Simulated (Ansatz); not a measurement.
In PBEsol in the plane-wave PAW code Ansatz, AlPt3C in the anti-perovskite structure (Pm-3m) relaxes to a = 4.133 Å. Al has 12 nearest neighbours from 2.92 Å (cuboctahedral); C has 6 nearest neighbours from 2.07 Å (octahedral). Against the elements it lies at 186 meV/atom, with no fitted shifts.

Electronic character: metallic (no gap). Gap from PBEsol with spin–orbit coupling: none (metallic).

An equation-of-state fit gives a bulk modulus of 229 GPa. The relaxed-ion elastic constants in GPa are C11 = 330, C12 = 179, C44 = -15.5. The highest mode at Γ lies at 438 cm⁻¹.

The start of the workflow was typed in or built on a structure type; neither database checked (COD, Materials Project) lists it. Whether it is the stable phase at ambient conditions was not checked. Symmetry was held in the PBEsol relaxation. At this level the phase is dynamically unstable (imaginary phonons). No spin polarisation was allowed. Its formation energy is positive at this level, so the cell may be metastable or incomplete. As this level gives no gap, shear constants depend on the k-mesh and smearing (Fermi–Dirac, 0.1 eV here). As this level gives no gap, phonon frequencies hold no LO–TO term and depend on the k-mesh and smearing (Fermi–Dirac, 0.1 eV here). The references are the lowest solids computed at this level, not always the standard phases. Spin–orbit coupling is left out wherever it is not named.

Potentials: the later of the program's two PAW sets.
